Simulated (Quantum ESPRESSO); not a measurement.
# One change at a time to AgAl2Hf2Mg2Mo

These are calculations, not measurements. They come from Quantum ESPRESSO 7.5, a public plane-wave density functional program. Each row is one single-point run on a made-up periodic cell of eight metal atoms, with elements, volume, strain and displacements drawn at random and not relaxed, so a cell may be unstable or far from any real phase. There is no spin polarisation or spin-orbit coupling.

Settings: PBE unless stated; PseudoDojo standard norm-conserving files; Fermi-Dirac width 0.25 eV, which means electrons at about 2900 K; cutoff 1143 eV; 8 x 4 x 3 k mesh shifted half a step off Gamma. E is the free energy of the whole cell (internal energy minus TS), so a -TS column is already part of it. Stress is positive in tension, and the pressure P is minus a third of its trace.

Checks: one run of this series was repeated at a higher cutoff and on a denser mesh, which moved values by no more than 0.005 eV, 0.08 GPa and 0.008 eV/Å, and a second program with other atomic files agreed on it to 2 % rms in force and 0.5 GPa in pressure. Known limits: heavy elements are run without spin-orbit coupling, which real alloys of them have; a spin test at this wide smearing found no moment, but such smearing suppresses magnetism that the real alloy may have.

The lattice is face-centred cubic, and the cell vectors in Å are (0.000, 2.112, 2.112); (0.000, 4.224, -4.224); (-8.448, -2.112, 2.112), a volume of 150.74 Å³ in run 1. The elements on sites 1 to 8 are Mg Mo Al Mg Ag Hf Hf Al. Each later run makes one change to run 1 and keeps the rest. E is counted from run 1, and is n/a where other atomic files have another zero of energy.

```
run,change,V (Å³),P (GPa),-TS (eV),rms force (eV/Å),largest change of a force component (eV/Å),E (eV)
1,none,150.74,1.19,-1.244,0.568,0.000,0.000
2,sites 1 and 5 exchanged,150.74,0.77,-1.223,0.576,0.352,-0.222
3,all lengths scaled by +1.45 %,157.39,-2.61,-1.288,0.544,0.131,?
4,PBEsol in place of PBE,150.74,-2.07,-1.249,0.579,0.112,n/a
5,Ga on site 1,150.74,-1.70,-1.188,0.636,0.760,n/a
6,site 2 moved by +0.23 Å along x,150.74,1.94,-1.238,0.581,0.869,0.086
```

## Worked estimate

Along a uniform scaling dE = -P dV. The mean of the two pressures is -0.710 GPa and the volume changes by 6.65 Å³, with 160.2 GPa to one eV/Å³. The same two rows give -V dP/dV = 88 GPa for this cell with clamped atoms, which is not the bulk modulus of a real alloy.

## Withheld value

Question: what E should run 3 give?

The estimate is 0.029 eV. The calculation gave 0.032 eV.
